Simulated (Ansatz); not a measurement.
NaYTaP3O12, one structure, two calculations

Cell: a computed structure from the Materials Project (it need not be an observed phase), taken as it stands.

```cif
data_NaYTaP3O12
_symmetry_space_group_name_H-M 'R3c:H'
_symmetry_Int_Tables_number 161
_cell_length_a 8.9855
_cell_length_b 8.9855
_cell_length_c 23.2229
_cell_angle_alpha 90.000
_cell_angle_beta 90.000
_cell_angle_gamma 120.000
loop_
_atom_site_label
_atom_site_type_symbol
_atom_site_symmetry_multiplicity
_atom_site_Wyckoff_symbol
_atom_site_fract_x
_atom_site_fract_y
_atom_site_fract_z
Na Na 6 a 0.0000 0.0000 0.5031
Y Y 6 a 0.0000 0.0000 0.6457
Ta Ta 6 a 0.0000 0.0000 0.3524
P P 18 b 0.6319 0.6804 0.4162
O13 O 18 b 0.1944 0.9888 0.6964
O19 O 18 b 0.8332 0.0329 0.3042
O25 O 18 b 0.1999 0.1998 0.5900
O31 O 18 b 0.8103 0.8530 0.4095
```

One atom of each set is listed; the run and its k-mesh use a cell of 36 atoms with edges of 9.32, 9.32, 9.32 Å.

First run. Computed with Ansatz: DFT, PBE, plane waves and PAW, scalar-relativistic, 420 eV cutoff, Γ-centred 3×3×3 k-points, Fermi–Dirac smearing 0.02 eV.

| site | V_zz (10²¹ V/m²) | η |
| --- | --- | --- |
| Na | -0.54 | 0.00 |
| Y | 3.13 | 0.00 |
| Ta | -7.12 | 0.00 |
| P | -4.18 | 0.56 |
| O13 | 8.18 | 0.09 |
| O19 | 10.86 | 0.09 |
| O25 | 8.99 | 0.14 |
| O31 | 10.38 | 0.24 |

Second run. The same atoms and settings, except that the cutoff is 350 eV.

Problem. Given the first result, estimate the second.

Solution. 

```tsv
site	V_zz	η	change of V_zz
Na	-0.53	0.00	+0.01
Y	3.13	0.00	0.00
Ta	-7.10	0.00	+0.02
P	-4.18	0.56	0.00
O13	8.07	0.09	-0.11
O19	10.69	0.09	-0.17
O25	8.87	0.14	-0.12
O31	10.23	0.24	-0.15
```

The largest change of V_zz is on O19, from 10.86 to 10.69. In per cent, |V_zz| changes by -1 on Na, 0 on Y, 0 on Ta, 0 on P, -2 to -1 on O (all sites that start above 0.5).

The largest force is 0.3 eV/Å, so the atoms aren't at the calculated equilibrium and relaxing them would move these values. Without spin–orbit coupling the gradients at and beside Ta can be off by some per cent, at some sites by more. With these PAW files V_zz is typically within 2 to 3 % of all-electron values, but misses above 10 % occur on Ta.
